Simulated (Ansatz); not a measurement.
# Phases of Zn at 15 GPa

Structure types of Zn are relaxed in primitive cells with their symmetry kept at 15 GPa, first on PAW files, then by LAPW. The enthalpy is E + pV at zero temperature, without zero-point motion. Only the types listed were tried, and differences under about 5 meV/atom are mesh noise.

All numbers are LDA results (scalar-relativistic) from Ansatz 0.2.0, with Fermi–Dirac smearing of 0.1 eV, no spin polarisation. Methods: LAPW: all electrons, basis error target 0.5 meV/atom; PAW: frozen-core files, cutoff 420 eV.

k meshes: fcc 18×18×18, bcc 19×19×19, hcp 17×17×9, simple hexagonal 18×18×16, sc 16×16×16, beta tin 18×18×18.

The PAW files were made under PBE.

Problem. Order the types by LAPW enthalpy, lowest first.
A. bcc
B. fcc
C. sc
D. simple hexagonal
E. hcp
F. beta tin

Solution. E (0 meV/atom), B (35 meV/atom), A (123 meV/atom), D (285 meV/atom), F (379 meV/atom), C (493 meV/atom).

| start type | ends as | a, b, c (Å) | V (Å³/atom) | H − H(lowest), LAPW (meV/atom) | same, PAW |
| --- | --- | --- | --- | --- | --- |
| fcc | fcc, Fm-3m | 3.643, 3.643, 3.643 | 12.08 | 35.4 | 35.4 |
| bcc | bcc, Im-3m | 2.899, 2.899, 2.899 | 12.18 | 122.6 | 122.9 |
| hcp | hcp, P6_3/mmc | 2.529, 2.529, 4.338 | 12.01 | 0.0 | 0.0 |
| simple hexagonal | simple hexagonal, P6/mmm | 2.428, 2.428, 2.588 | 13.21 | 285.1 | 285.7 |
| sc | sc, Pm-3m | 2.403, 2.403, 2.403 | 13.88 | 493.5 | 494.2 |
| beta tin | beta tin, I4_1/amd | 4.751, 4.751, 2.364 | 13.34 | 378.6 | 379.2 |

Problem. Split the lead of hcp over fcc into energy and pV.

Solution. For fcc less hcp: ΔE = +29.0 meV/atom, and p·ΔV = 15 GPa × +0.0691 Å³ × 6.242 meV/(GPa·Å³) = +6.5 meV/atom, together 35.5 meV/atom. hcp wins on both counts.
